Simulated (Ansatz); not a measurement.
Cr (bcc (W type)), relaxed with r²SCAN+D4 (Ansatz, an electronic-structure program, plane waves, PAW): a = b = c = 2.9456 Å, α = β = γ = 90.00°.

```
Quantity                                                                           Result
---------------------------  ------------------------------------------------------------
spin order and moments (μB)  antiferromagnetic; net 0.00 per atom; largest site about 2.7
```

Q: The same phase is relaxed and computed with PBE+D3(BJ) in the same code. What are the cell and these values now?

A: a = b = c = 2.8325 Å, α = β = γ = 90.00°.

spin order and moments (μB): antiferromagnetic; net 0.00 per atom; largest site about 0.9

Spin orders computed, not proven ground states: Cr, bcc (W type) with r²SCAN+D4 antiferromagnetic; Cr, bcc (W type) with PBE+D3(BJ) antiferromagnetic. All cells were relaxed under the symmetry of their starts (and spin orders); stability against distortions was not tested throughout.

Potentials: the later of the program's two PAW sets.

Ansatz is a plane-wave DFT program.
